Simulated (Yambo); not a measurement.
Yambo run on CaHCl (space group P4/nmm, No. 129). The wavefunctions are PBEsol (pw.x of Quantum ESPRESSO, ONCV potentials, without SOC) ones on a 4×4×2 mesh (18 occupied bands); a = b = 3.8167 Å, c = 6.9028 Å, α = β = γ = 90.00°.

Yambo input:

```
rim_cut
gw0
dyson
el_el_corr
HF_and_locXC
cohsex
em1s
RandQpts= 1000000
RandGvec= 1 Ry
EXXRLvcs= 72 Ry
VXCRLvcs= 288 Ry
Chimod= "HARTREE"
% BndsRnXs
 1 | 185 |
%
NGsBlkXs= 8 Ry
% LongDrXs
 1.0 | 1.0 | 1.0 |
%
ExtendOut
% QPkrange
 2 | 2 | 18 | 19 |
%
```

k points by index: 2 = Z.

Table of the .qp output:

```
#    K-point    Band    Eo [eV]    E [eV]    E-Eo [eV]    Vxc [eV]    Vnlxc [eV]    Sc|Eo [eV]    Re(Z)    Im(Z)
#
    2    18    0.000000    -3.168561    -3.168561    -11.36936    -13.99884    -0.539079    1.000000    0.000000
    2    19    3.632643    3.711857    0.079214    -11.43745    -5.980227    -5.378007    1.000000    0.000000
```
(The two width columns are left out.) Convergence of these settings isn't established.

Geometry of the Materials Project entry, not relaxed at this level.
